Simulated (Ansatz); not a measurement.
BN (wurtzite)

```xyz
8
Lattice="5.1091 0.0000 0.0000 -1.2773 2.2123 0.0000 0.0000 0.0000 4.2246" Properties=species:S:1:pos:R:3 pbc="T T T"
B      1.2773     0.7374     4.2242
B      3.8318     0.7374     4.2242
B      0.0000     1.4749     2.1119
B      2.5545     1.4749     2.1119
N      1.2773     0.7374     2.6416
N      3.8318     0.7374     2.6416
N      0.0000     1.4749     0.5293
N      2.5545     1.4749     0.5293
```

The atoms are displaced by Q × the pattern below (from a DFPT mode at M = (0.5, 0.0, 0.0), largest move 1; Q in Å), at fixed cell. (q is in reciprocal vectors of the primitive cell; the cell shown is doubled to hold the pattern.)

```json
[
 {"atom": "B1", "x": "-0.443", "y": "-0.256", "z": "-0.859"},
 {"atom": "B2", "x": "0.443", "y": "0.256", "z": "0.859"},
 {"atom": "B3", "x": "-0.443", "y": "-0.256", "z": "0.859"},
 {"atom": "B4", "x": "0.443", "y": "0.256", "z": "-0.859"},
 {"atom": "N5", "x": "-0.087", "y": "-0.050", "z": "-0.781"},
 {"atom": "N6", "x": "0.087", "y": "0.050", "z": "0.781"},
 {"atom": "N7", "x": "-0.087", "y": "-0.050", "z": "0.781"},
 {"atom": "N8", "x": "0.087", "y": "0.050", "z": "-0.781"}
]
```

Computed with PBE (plane waves to 420 eV, PAW, scalar-relativistic; Ansatz, a quantum-chemistry and plane-wave program). k mesh 15×15×8 (Γ-centred), Fermi-Dirac smearing 0.05 eV. The energy includes the smearing's −TS. BN was relaxed with its symmetry unable to fall. ΔE is measured from the undisplaced structure.

```tsv
Q (Å)	ΔE (eV/cell)
-0.280	7.239
-0.187	3.320
-0.093	0.845
0.000	0.000
0.093	0.845
0.187	3.320
0.280	7.239
```

**Question.** Which DFPT wavenumber at M = (0.5, 0.0, 0.0) belongs to this mode?
A. 478 cm⁻¹
B. 684 cm⁻¹
C. 1109 cm⁻¹
D. 825 cm⁻¹

**Answer.** D, 825 cm⁻¹. The curvature of the scan gives 825 cm⁻¹

(A displaced cell: forces are minus the slopes of the energy, force constants its curvatures, and phonons follow from these.)
